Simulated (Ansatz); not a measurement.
Y:
```yaml
crystal:
  lattice:
    - [0.00000, 3.52091, 3.52091]
    - [3.52091, 0.00000, 3.52091]
    - [3.52091, 3.52091, 0.00000]
  atoms:
    - { symbol: Y, position: [0.00000, 0.00000, 0.00000] }
    - { symbol: Y, position: [0.25000, 0.25000, 0.25000] }
```

Relaxed with PBE. Special points in fractions of this cell's reciprocal vectors: Γ (0.000, 0.000, 0.000); X (0.500, 0.000, 0.500); U (0.625, 0.250, 0.625); K (0.375, 0.375, 0.750); L (0.500, 0.500, 0.500); W (0.500, 0.250, 0.750).

Problem. List the band energies nearest the Fermi level at these points for DFT-PBE in the program Ansatz with PAW potentials.

Solution. In eV from the Fermi level; about four levels below and three above (degenerate sets whole), none deeper than 8.9 eV; points with the same levels are listed once.

```json
[
 {"k": "Γ", "below": "-3.63 -0.06 -0.06", "above": "0.43 0.43 0.43"},
 {"k": "X", "below": "-0.98 -0.98 -0.16 -0.16", "above": "0.58 0.58 1.98 1.98"},
 {"k": "U", "below": "-1.06 -0.76 -0.50", "above": "0.09 0.22 1.26"},
 {"k": "L", "below": "-1.72 -0.65 -0.06 -0.06", "above": "0.47 0.47 0.54"},
 {"k": "W", "below": "-0.95 -0.95 -0.19 -0.19", "above": "1.02 1.02 1.21 1.21"}
]
```

Space group Fd-3m (diamond). The start of the workflow was typed in or built on a structure type; neither database checked (COD, Materials Project) lists it. It is not the phase usual at ambient conditions (space group No. 194). The PBE relaxation kept the symmetry of its start; whether a distortion lowers the energy is not shown. The run is not spin-polarised. The volume moved by -17 % from the start of the relaxation. Spin–orbit coupling is left out wherever it is not named.

Potentials: the earlier of the program's two PAW sets.
